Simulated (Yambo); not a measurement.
Yambo run on WO3 (space group P4/nmm, No. 129). The wavefunctions are PBEsol (Quantum ESPRESSO, PseudoDojo norm-conserving, 84 Ry, without SOC) ones on a 2×2×4 mesh (32 occupied bands); a = 5.325 Å, b = 5.325 Å, c = 3.944 Å, α = 90.00°, β = 90.00°, γ = 90.00°.

Yambo input:

```
rim_cut
gw0
dyson
el_el_corr
HF_and_locXC
ppa
em1d
RandQpts= 1000000
RandGvec= 1 Ry
EXXRLvcs= 84 Ry
VXCRLvcs= 336 Ry
Chimod= "HARTREE"
% BndsRnXp
 3 | 217 |
%
NGsBlkXp= 8 Ry
% LongDrXp
 1.0 | 1.0 | 1.0 |
%
PPAPntXp= 27.2114 eV
% GbndRnge
 1 | 87 |
%
GTermKind= "none"
DysSolver= "n"
ExtendOut
% QPkrange
 1 | 1 | 32 | 33 |
 3 | 3 | 32 | 32 |
%
```

k points by index: 1 = Γ, 3 = Z.

Table of the .qp output:

```
#    K-point    Band    Eo [eV]    E [eV]    E-Eo [eV]    Vxc [eV]    Vnlxc [eV]    Sc|Eo [eV]    Sc|E [eV]    dSc/dw|Eo [eV]    Re(Z)    Im(Z)
#
    1    32    -0.007712    0.433375    0.441086    -20.42620    -25.56912    5.723026    5.584004    -8.579208    0.760291    -0.001504
    1    33    0.577351    2.243484    1.666133    -16.38440    -10.98034    -3.362076    -3.737935    -6.138161    0.815943    -0.001161
    3    32    0.000000    0.442803    0.442803    -20.44244    -25.58491    5.724846    5.585274    -8.579762    0.760280    -0.001503
```
(The two width columns are left out.) Convergence of these settings isn't established.

Geometry of the Materials Project entry, not relaxed at this level.
